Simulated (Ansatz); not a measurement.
Values for one crystal, relaxed and computed with the program Ansatz at the PBEsol level (PAW); other levels are named.

```yaml
volume_per_atom: 14.56 Å³
band_gap: 1.29 eV (indirect)
Elastic constants (relaxed ions, GPa): C11 = 297, C12 = 61.9, C13 = 84.6, C33 = 211, C44 = 66.0, C66 = 72.3
Formation energy from the elements (no fitted shifts): -2.52 eV/atom
Young's modulus: 196 GPa
debye_temperature_from_the_elastic_constants: 457 K
hill_bulk_and_shear_moduli: 140 and 77.2 GPa
```

Task: Pick the material that matches.
A) ZnInGaO4, R3m (Pearson symbol hR7)
B) GdScO3, cubic perovskite
C) Sr2TaNO3, I4mm (Pearson symbol tI14)
D) ZrO2, P2_1/c (Zr on 4e, O on 4e, O on 4e)

Result: C, Sr2TaNO3, I4mm (Pearson symbol tI14)

The start of the workflow was typed in or built on a structure type; neither database checked (COD, Materials Project) lists it. Whether it is the stable phase at ambient conditions was not checked. The PBEsol relaxation kept the symmetry of its start; whether a distortion lowers the energy is not shown. No spin polarisation was allowed. The references are the lowest solids computed at this level, not always the standard phases (solids in place of the gases). Scalar-relativistic: spin–orbit coupling is off unless named, which matters more the heavier the elements.

Potentials: the earlier of the program's two PAW sets. The files were generated under PBE; for other functionals the program regenerates the frozen cores, and for LDA and PBEsol the local potential too.
